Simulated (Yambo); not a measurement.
Yambo run on C (space group C2/m, No. 12, within 0.06 Å of R-3m). The wavefunctions are PBEsol (Quantum ESPRESSO, PseudoDojo norm-conserving, 82 Ry, scalar-relativistic) ones on a 6×6×4 mesh (4 occupied bands); a = 2.465 Å, b = 2.465 Å, c = 3.659 Å, α = 109.38°, β = 109.38°, γ = 60.00°.

Yambo input:

```
rim_cut
gw0
dyson
el_el_corr
HF_and_locXC
mpa
em1d
RandQpts= 1000000
RandGvec= 1 Ry
EXXRLvcs= 82 Ry
VXCRLvcs= 328 Ry
Chimod= "HARTREE"
% BndsRnXm
 1 | 68 |
%
NGsBlkXm= 14 Ry
% LongDrXm
 1.0 | 1.0 | 1.0 |
%
EnSampXm= "2l"
EnGridXm= "lP"
% EnRngeXm
 0.0 | 40.0 | eV
%
% ImRngeXm
 2.72114 | 27.21138 | eV
%
% DmRngeXm
 0.02721 | 2.72114 | eV
%
ETStpsXm= 8
IntSolXm= "PT"
% GbndRnge
 1 | 68 |
%
GTermKind= "none"
DysSolver= "n"
ExtendOut
% QPkrange
 42 | 42 | 4 | 5 |
 44 | 44 | 5 | 5 |
%
```

k points by index: 42 = (0.333, -0.333, 0), 44 = (0.333, -0.333, -0.5).

Table of the .qp output:

```
#    K-point    Band    Eo [eV]    E [eV]    E-Eo [eV]    Vxc [eV]    Vnlxc [eV]    Sc|Eo [eV]    Sc|E [eV]    dSc/dw|Eo [eV]    Re(Z)    Im(Z)
#
    42    4    0.000000    0.039588    0.039588    -13.69026    -13.61033    -0.026352    -0.040336    -11.54667    0.701962    -0.009215
    42    5    0.630041    0.731795    0.101753    -14.18304    -11.21493    -2.824784    -2.866350    -11.83365    0.696785    -0.009816
    44    5    0.623328    0.722947    0.099619    -14.20326    -11.24813    -2.814870    -2.855506    -11.82328    0.696973    -0.009725
```
(The two width columns are left out.) Convergence of these settings isn't established.

Geometry relaxed with PBE+D3(BJ).

This is not the ordinary phase of the substance; no match was found in the copy of COD used, and its stability was not checked.
